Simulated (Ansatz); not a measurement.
Data:

SrO:
Space group P6₃/mmc (No. 194); a = b = 3.478 Å, c = 6.086 Å, α = β = 90.00°, γ = 120.00°

```json
[
 {"atom": "Sr", "site": "2c", "symmetry": "-6m2", "x": "0.3333", "y": "0.6667", "z": "0.2500"},
 {"atom": "O", "site": "2a", "symmetry": "-3m.", "x": "0.0000", "y": "0.0000", "z": "0.0000"}
]
```

This is the LDA-relaxed structure.

Problem. All from the program Ansatz at the LDA level (PAW), unless another level is named. Estimate the smallest direct gap on the standard path.

Solution. 3.19 eV.

Problem. And the formation energy from the elements (no fitted shifts)?

Solution. -2.86 eV/atom.

Problem. What about the conduction-band minimum?

Solution. at M (3 equivalent valleys).

Space group P6_3/mmc (NiAs type). The workflow started from a Materials Project entry (that database holds measured and hypothetical structures alike); the Crystallography Open Database copy checked does not list it. It is not the phase usual at ambient conditions (space group No. 225). The cell was relaxed with LDA under the symmetry of its start; its stability against distortions is not shown here. The references are the lowest solids computed at this level, not always the standard phases (solids in place of the gases). Scalar-relativistic: spin–orbit coupling is off unless named, which matters more the heavier the elements.

Potentials: the later of the program's two PAW sets.
